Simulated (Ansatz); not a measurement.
All numbers below come from DFT PBE, scalar-relativistic, plane waves, PAW (Ansatz 0.2.0). All cells share a 420 eV cutoff and Γ-centred k meshes spaced at most about 0.3 Å⁻¹ (about 0.25 or finer for metals, 2π included). No spin polarisation in the final relaxations.

All energies are static (0 K, no zero-point motion).

Two relaxed structures of Mo4C3:

1.

```cif
data_structure
_symmetry_space_group_name_H-M 'R-3m:H'
_symmetry_Int_Tables_number 166
_cell_length_a 3.0774
_cell_length_b 3.0774
_cell_length_c 29.2476
_cell_angle_alpha 90.000
_cell_angle_beta 90.000
_cell_angle_gamma 120.000
_cell_volume 239.87
loop_
_atom_site_label
_atom_site_type_symbol
_atom_site_symmetry_multiplicity
_atom_site_Wyckoff_symbol
_atom_site_fract_x
_atom_site_fract_y
_atom_site_fract_z
_atom_site_occupancy
Mo1 Mo 6 c 0.00000 0.00000 0.87796 1
Mo2 Mo 6 c 0.66667 0.33333 0.70822 1
C1 C 6 c 0.33333 0.66667 0.92240 1
C2 C 3 b 0.66667 0.33333 0.83333 1
```

2.

```cif
data_structure
_symmetry_space_group_name_H-M 'I4/mmm'
_symmetry_Int_Tables_number 139
_cell_length_a 4.3256
_cell_length_b 4.3256
_cell_length_c 8.5436
_cell_angle_alpha 90.000
_cell_angle_beta 90.000
_cell_angle_gamma 90.000
_cell_volume 159.86
loop_
_atom_site_label
_atom_site_type_symbol
_atom_site_symmetry_multiplicity
_atom_site_Wyckoff_symbol
_atom_site_fract_x
_atom_site_fract_y
_atom_site_fract_z
_atom_site_occupancy
Mo1 Mo 4 e 0.50000 0.50000 0.25742 1
Mo2 Mo 4 c 0.00000 0.50000 0.00000 1
C1 C 4 d 0.00000 0.50000 0.25000 1
C2 C 2 a 0.00000 0.00000 0.00000 1
```

Question: Which is lower in energy, and by how much?

Answer: Cell 2 is lower, by 39 meV/atom. Cell 1 has space group R-3m (No. 166), 11.4 Å³/atom and no gap on its mesh; cell 2 has space group I4/mmm (No. 139), 11.4 Å³/atom and no gap. Counting C atoms around Mo (those within 1.25 times the shortest such distance or 1.15 times the sum of covalent radii; a slash parts the counts of unlike sites), cell 1 has Mo 3/6 and cell 2 has Mo 4/5. Origin: cell 1 is a Materials Project cell, relaxed; cell 2 was invented.
